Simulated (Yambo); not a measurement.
Quantum ESPRESSO input (PBEsol, PseudoDojo standard norm-conserving files, scalar-relativistic) whose wavefunctions are converted with p2y:

```
&CONTROL
  calculation = 'nscf'
  pseudo_dir = './pseudo'
  outdir = './out'
/
&SYSTEM
  ibrav = 0
  nat = 3
  ntyp = 2
  ecutwfc = 70.0
  ecutrho = 280.0
  occupations = 'fixed'
  force_symmorphic = .true.
  nbnd = 226
/
&ELECTRONS
  conv_thr = 3.0000000000000004e-09
  diago_full_acc = .true.
  diago_thr_init = 1e-08
/
ATOMIC_SPECIES
Ca 40.0780 Ca.upf
I 126.9045 I.upf
CELL_PARAMETERS angstrom
  4.432201498951   0.000000000000   0.000000000000
 -2.216100749475   3.838399092783   0.000000000000
  0.000000000000   0.000000000000   6.919547702000
ATOMIC_POSITIONS crystal
Ca   0.000000000000   0.000000000000   0.000000000000
I   0.333333333333   0.666666666667   0.257447538200
I   0.666666666667   0.333333333333   0.742552461800
K_POINTS automatic
3 3 1 0 0 0
```

Yambo's initialisation report on symmetry, reciprocal space, the k grid and the gaps on this mesh:

```
  [02.02] Symmetries
  ==================

  Inversion symmetry    : yes
  Spatial inversion     : yes
  Inversion index       :   7
  K-space Time-reversal : no
  Magnetic symmetries   : no
  Group table correct   : yes
  Symmetries units      :  [cc]

  [02.03] Reciprocal space
  ========================

  nG shells         :  2805
  nG charge         :   62841
  nG WFs            :   9113
  nC WFs            :   7871
  G-vecs. in first 80 shells:  [ Number ]
     1    3    9   11   23   35   37   43   55
    67   73   85   97   99  111  123  135  147
   159  183  185  197  221  233  245  251  263
    287   299   311   313   325   337   361   367   379
    391   403   415   439   451   463   487   511   523
    535   537   561   567   579   591   603   615   627
    651   675   687   699   711   723   747   759   761
    773   797   821   833   845   857   881   905   929
    953   965   977   989  1001  1025  1049  1073
  ...
  Shell energy in first 80 shells:  [ mHa ]
    0.00000      115.445      375.173      461.782      490.619      836.955      1039.01      1125.52      1240.96
    1414.18      1500.69      1587.30      1616.14      1847.13      1962.47      2164.53      2222.30      2539.70
    2626.21      2741.66      2886.13      2972.65      3087.99      3261.31      3347.82      3376.56      3492.00
    3665.22      3838.34      4011.65      4156.03      4386.83      4415.57      4473.34      4502.08      4531.21
    4617.52      4877.25      4963.86      4992.70      5223.68      5281.55      5339.03      5512.35      5541.09
    5656.73      5656.82      5916.26      6002.77      6032.00      6118.22      6262.69      6349.20      6464.55
    6724.38      6782.25      6782.34      7041.78      7128.29      7157.52      7243.74      7388.21      7388.50
    7532.59      7590.07      7763.39      7763.68      7849.90      7878.64      7994.08      8167.30      8283.04
    8340.42      8514.02      8658.11      8888.91      8889.20      8917.64      8975.42      9033.28
  ...

  [02.04] K-grid lattice
  ======================

  Compatible Grid is   : 2D
  Base K vectors       :  K_min[ 1 ]  K_min[ 2 ]  K_min[ 3 ]
  K_min[ 1 ] :  0.333333 -0.333333  0.000000 [rlu]
  K_min[ 2 ] : -0.10038E-12 -0.33333       0.0000     [rlu]
  Grid dimensions      :  3  3
  K lattice UC volume  :  0.034694 [a.u.]

  IBZ K-points                                      :  3
  BZ  K-points                                      :   9

  K/Q-points units:
  rlu = crystal or reduced units; cc = cartesian coordinates; iku = interal k-units

  K [1]          [rlu]:  0.000000  0.000000  0.000000
         WF components:   7823
  K [2]          [rlu]:  0.000000  0.333333  0.000000
         WF components:   7871
  K [3]          [rlu]:  0.333333  0.333333  0.000000
         WF components:   7827

  [02.05] Energies & Occupations
  ==============================

  [X] === General ===
  [X] Electronic Temperature                        :  0.000000  0.000000 [eV K]
  [X] Bosonic    Temperature                        :  0.000000  0.000000 [eV K]
  [X] Finite Temperature mode                       : no
  [X] El. density                                   :  0.20387E+24 [cm-3]
  [X] Fermi Level                                   :  3.076564 [eV]

  [X] === Gaps and Widths ===
  [X] Conduction Band Min                           :  3.539212 [eV]
  [X] Valence Band Max                              :  0.000000 [eV]
  [X] Filled Bands                                  :  12
  [X] Empty Bands                                   :   13  226
  [X] Direct Gap                                    :  4.069868 [eV]
  [X] Direct Gap localized at k                     :  1
  [X] Indirect Gap                                  :  3.539212 [eV]
  [X] Indirect Gap between kpts                     :  1  2
  [X] Last valence band width                       :  1.233943 [eV]
  [X] 1st conduction band width                     :  0.921973 [eV]
```
The gaps are PBEsol values on this mesh alone; only operations without fractional translations are kept.

Spin-orbit coupling is not included.

Geometry relaxed with PBE+D3(BJ).
